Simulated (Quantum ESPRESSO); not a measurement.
## Computed NMR tensors in NaF (changed cell)

```xyz
2
Lattice="0.0000 2.2973 2.2630 2.2973 0.0000 2.2630 2.2973 2.2973 0.0000" Properties=species:S:1:pos:R:3 pbc="T T T"
Na     0.0000     0.0000     0.0000
F      2.2973     2.2973     2.2630
```
The cell was made here from a computed Materials Project entry: strained by -1 % along the cube axis and by +0.5 % across it, atoms relaxed (PBE without dispersion, pw.x of a modified build of Quantum ESPRESSO, symmetry kept). The parent is NaF in Fm-3m. Stability against distortions was not tested.

These are absolute shieldings with no macroscopic susceptibility term; δ = σ_ref − σ needs a reference computed alike. By our sweeps, such settings leave a few ppm in absolute σ. The datasets of Na hold no d projectors, which limits absolute σ on these atoms. The structure is static (0 K, no zero-point motion).

Ω = σ33 − σ11 of the symmetric part; where symmetry doesn't make it nil, it is less certain than σ_iso.

Q: What do the calculations give at each independent site (shieldings by PBE GIPAW on JTH datasets (Quantum ESPRESSO), 30 Ha, k-mesh 5×5×5 shifted, f-sum rule met within 0.004 %)?

A: 
```
site         site symmetry  σ_iso (ppm)  span Ω (ppm)
-----------  -------------  -----------  ------------
Na (atom 1)          4/mmm          534             4
F (atom 2)           4/mmm          385             1
```
